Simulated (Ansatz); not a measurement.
**Calculated ⁴⁷Ti nuclear quadrupole resonance for TiC under strain**

Cell: a COD entry, relaxed with PBE at fixed cell and then changed (z compressed by 1 %, ions relaxed).

```cif
data_structure
_symmetry_space_group_name_H-M 'P 1'
_symmetry_Int_Tables_number 1
_cell_length_a 3.0451
_cell_length_b 3.0451
_cell_length_c 3.0604
_cell_angle_alpha 59.834
_cell_angle_beta 59.834
_cell_angle_gamma 60.332
_cell_volume 20.06
loop_
_atom_site_label
_atom_site_type_symbol
_atom_site_fract_x
_atom_site_fract_y
_atom_site_fract_z
_atom_site_occupancy
Ti1 Ti 0.00000 0.00000 0.00000 1
C2 C 0.50000 0.50000 0.50000 1
```

Atoms are numbered from 1 in the order listed; like atoms form one site, named after its first atom.

Computed with Ansatz: DFT, PBE, plane waves and PAW, scalar-relativistic, 420 eV cutoff, Γ-centred 18×18×18 k-points, Fermi–Dirac smearing 0.05 eV.

⁴⁷Ti: I = 5/2, Q = 302.0 mb (year-2017 value). Static lattice, zero field.

Task: Predict the zero-field ⁴⁷Ti lines of each site.

Result: For I = 5/2 and η = 0 the lines are 3|C_Q|/20 and twice that; η pulls their ratio below 2.

| site | atoms | V_zz (10²¹ V/m²) | C_Q (MHz) | η | line frequencies (MHz) |
| --- | --- | --- | --- | --- | --- |
| Ti | 1 | -0.86 | -6.27 | 0.00 | 0.941, 1.88 |

Task: And for ⁴⁹Ti (I = 7/2, Q = 247.0 mb) on Ti?

Result: C_Q scales with Q to -5.13 MHz, with lines at 0.366, 0.733, 1.10 MHz.

An axis of threefold or higher order runs through Ti, so V_zz lies along it and η is zero.

With no gap above 0.1 eV, as in a metal, the gradients converge slowly in k; expect changes of a tenth or more on a denser mesh.
